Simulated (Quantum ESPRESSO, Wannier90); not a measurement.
Wannier functions of Mg(AlS2)2 (R-3m)

```xyz
7
Lattice="-1.8576 3.2175 0.0000 -3.7152 0.0000 0.0000 -1.8576 1.0725 12.9611" Properties=species:S:1:pos:R:3 pbc="T T T"
Mg     0.0000     0.0000     0.0000
Al     1.8576    -1.0725    -3.5514
Al    -1.8576     1.0725     3.5514
S      0.0000     0.0000     4.5190
S      0.0000     0.0000    -4.5190
S      1.8576    -1.0725    -1.3813
S     -1.8576     1.0725     1.3813
```

Materials Project entry mp-16755; symmetrised, unrelaxed at this level. Not found in the COD (Crystallography Open Database) copy used, which has the formula in other groups; not checked further. Level: PBEsol, no spin polarisation, no spin-orbit coupling; pw.x of Quantum ESPRESSO at 68 Ry with PseudoDojo potentials, 4×4×4 k-points, Wannier90. Density: 10×10×10 mesh, cold smearing 0.01 Ry. The cell is built of weakly bound layers, chains or molecules, whose nearest atoms lie 4.47 Å apart. Database cells relaxed without dispersion often hold them too far apart, which can enlarge gaps and weakens couplings between them; spacing and stacking were not compared with the measured crystal.

Bands 5-20 form an isolated set from -13.81 to 0.00 eV relative to the valence-band maximum (on the path) and are turned into 16 Wannier functions by minimising the spread from the start: s functions at random places.

Centres (Cartesian, Å; one of the equivalent choices) and spreads:

```
n        x       y       z  spread (Å²)  nearest atom
--  ------  ------  ------  -----------  ------------
1    1.405  -0.818  -1.231        1.378            S6
2   -0.550  -0.317  -4.198        1.258            S5
3    0.000   0.000   4.928        1.318            S4
4   -1.858  -1.073  -2.120        1.297            S6
5   -1.858   1.072   2.120        1.297            S7
6    1.864  -1.592  -1.231        1.378            S6
7    0.550  -0.317  -4.198        1.258            S5
8   -0.003  -1.626   1.231        1.378            S7
9    0.000   0.635  -4.198        1.258            S5
10   2.304  -0.807  -1.231        1.378            S6
11   0.000   0.000  -4.928        1.318            S5
12   0.550   0.317   4.198        1.258            S4
13   1.858  -1.707  -8.763        1.258            S4
14   1.308  -0.755  -8.763        1.258            S4
15  -1.406   0.815   1.231        1.378            S7
16   1.409   0.810   1.231        1.378            S7
```

Ω_I = 18.01 Å², Ω_total = 21.05 Å²; the interpolated bands follow pw.x to 23 meV rms on the path. It is the lowest total spread that any start reached here.
